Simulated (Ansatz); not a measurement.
ZrS2 (CdI2 type, P-3m1), DFT-PBE+D3(BJ) in the program Ansatz with PAW potentials. The conduction-band minimum lies at L, with 3 equivalent valleys. Second derivatives d²E/dk² of the lowest band at one valley (eV·Å²), along Cartesian directions:

| direction | d²E/dk² |
|---|---|
| [100] | 26.04 |
| [010] | 6.738 |
| [001] | 6.835 |
| [110] | 16.40 |
| [101] | 16.45 |
| [011] | 3.000 |

Find the principal effective masses, the density-of-states mass and the conductivity mass.

Off-diagonal terms follow from H_xy = H[110] − (H_xx + H_yy)/2, and m*/mₑ = 7.620 eV·Å² over each eigenvalue: 0.29, 0.72, 2.5. One valley's DOS mass (m₁m₂m₃)^(1/3) = 0.81, conductivity mass 3/(Σ 1/mᵢ) = 0.58 mₑ.

What effective density of states Nc follows at 300 K for parabolic valleys?

Nc = 2.509e19 × 3 × (0.81)^(3/2) ≈ 5.5e19 cm⁻³.

The PBE+D3(BJ) relaxation kept the symmetry of its start. The run is not spin-polarised. Scalar-relativistic: spin–orbit coupling is off unless named, which matters more the heavier the elements.

Potentials: the later of the program's two PAW sets.

Edges and masses are those of Kohn–Sham bands, whose gap is no quasiparticle gap.
